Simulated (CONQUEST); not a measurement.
Consider a self-consistent single point of TiO2 (Pnnm, 6 atoms in the cell; from Materials Project mp-2657, changed as shown).

```yaml
crystal:
  lattice:
    - [4.59064, 0.00000, 0.00000]
    - [0.00000, 4.49883, 0.00000]
    - [0.00000, 0.00000, 2.95329]
  atoms:
    - { symbol: Ti, position: [0.50000, 0.50000, 0.00000] }
    - { symbol: Ti, position: [0.00000, 0.00000, 0.50000] }
    - { symbol: O, position: [0.69568, 0.69568, 0.50000] }
    - { symbol: O, position: [0.30432, 0.30432, 0.50000] }
    - { symbol: O, position: [0.80432, 0.19568, 0.00000] }
    - { symbol: O, position: [0.19568, 0.80432, 0.00000] }
```

All values come from this method and carry its errors: CONQUEST with LDA (PW92), numerical atomic orbitals double-zeta with polarisation (the shipped basis), PseudoDojo norm-conserving potentials made for LDA.

CONQUEST settings:

| key | value |
|---|---|
| basis | DZP |
| Diag.MPMeshX, Y, Z | 4 4 6 |
| potentials | PseudoDojo norm-conserving LDA |
| Grid.GridCutoff | 175 Ha |
| DM.SolutionMethod | diagon |
| Diag.kT | 0.000367 Ha |
| Diag.GammaCentred | true |
| minE.SCTolerance | 1.0e-06 |
| SC.MaxIters | 100 |
| SC.LinearMixingFactor | 0.5 |
| AtomMove.TypeOfRun | static |

Results:

```
Quantity                                                 Result
------------------------------------------------  -------------
Number of valence electrons                                  48
Number of bands                                              90
Number of k-points after the program's reduction             74
Size of the basis                                            90
Number of SCF iterations                                      9
FFT grid                                           60 × 60 × 36
Free energy E − TS                                -5035.2025 eV
Top of the valence band (on the code's own zero)       -8.82 eV
Gap on the k-point mesh                                 1.71 eV
Pressure                                              -0.71 GPa
```

Gaps are taken between levels on the mesh.

For comparison: a first run was changed to give this one (lattice vector b scaled by 0.98), and from it to this one the free energy goes down by 2.2 meV/atom, the pressure goes from -5.08 to -0.71 GPa and the gap on the mesh goes from 1.675 to 1.706 eV.

The program uses no crystal symmetry, so grid and mesh can part values that symmetry would make equal. The atom-centred basis is finite, which shifts total energies, pressures and gaps against plane waves. The structure comes from a collection of computed structures, made at another level of theory; the collection holds predicted forms beside known ones. Its lattice was then scaled.

Cost on one core: very roughly 80 core-seconds.
